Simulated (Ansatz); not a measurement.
An Ansatz input and the part of its output that reports the observables at the nuclei.

The cell is a structure deposited in the COD.

```yaml
crystal:
  lattice:
    - [4.9709, 0.0, 0.0]
    - [0.0, 4.9709, 0.0]
    - [0.0, 0.0, 6.9278]
  atoms:
    - { symbol: Si, position: [0.3005, 0.3005, 0.0] }
    - { symbol: Si, position: [0.1995, 0.8005, 0.25] }
    - { symbol: Si, position: [0.6995, 0.6995, 0.5] }
    - { symbol: Si, position: [0.8005, 0.1995, 0.75] }
    - { symbol: O, position: [0.2392, 0.1037, 0.1786] }
    - { symbol: O, position: [0.3963, 0.7392, 0.4286] }
    - { symbol: O, position: [0.7608, 0.8963, 0.6786] }
    - { symbol: O, position: [0.6037, 0.2608, 0.9286] }
    - { symbol: O, position: [0.7392, 0.3963, 0.5714] }
    - { symbol: O, position: [0.8963, 0.7608, 0.3214] }
    - { symbol: O, position: [0.2608, 0.6037, 0.0714] }
    - { symbol: O, position: [0.1037, 0.2392, 0.8214] }
kpoints:
  mp_grid: { grid: [5, 5, 4] }
scf:
  occupations: { method: fermi_dirac, width: 0.02 }
hamiltonian:
  xc: pbe
  pseudopotentials: { kind: paw, frozen_core: stored }
output:
  forces: true
  stress: true
  populations: true
  efg: { quadrupole_moments_barn: { O: -0.02558 } }
  write_density: true
  write_potential: true
  elf: true
  volumetric_format: npy
```

```sh
ansatz run input.yaml --threads 1 --pin off --max-ram 3072MiB --backend cpu --events-out ev --progress --plain --runs-dir out
```

Of the output, the block on the nuclei alone is shown; the set-up, the SCF iterations, energies, forces and stress are cut. One atom of each set with nearly equal values is shown.

```
--- PAW observables at the nuclei: V_zz in 10²¹ V/m², potentials from the cell's mean, atoms counted from 1 ---
  atom   1  Si V_zz =    -0.499332   η = 0.9659   by run symmetry: allowed
            electrostatic potential = -1353.911449 V   contact ρ = none
  atom   5  O  V_zz =    +9.380897   η = 0.1393   by run symmetry: allowed   C_q = -5.8023 MHz
            electrostatic potential = -618.101480 V   contact ρ = none
```

Hardware: 1 thread of Intel Xeon Platinum 8488C (Sapphire Rapids) (x86_64; 16 cores open to the job, memory cap 3.0 GiB, no GPU), a shared host with a load of 0.2 a core. Wall time 10 s, CPU time 10 s, peak memory 0.45 GiB.

The calculated pressure of 8 GPa (PBE) comes largely from the unrelaxed atoms: it is 1.2 GPa once they are relaxed in the same cell. The largest force is 0.5 eV/Å, so the atoms aren't at the calculated equilibrium and relaxing them would move these values.
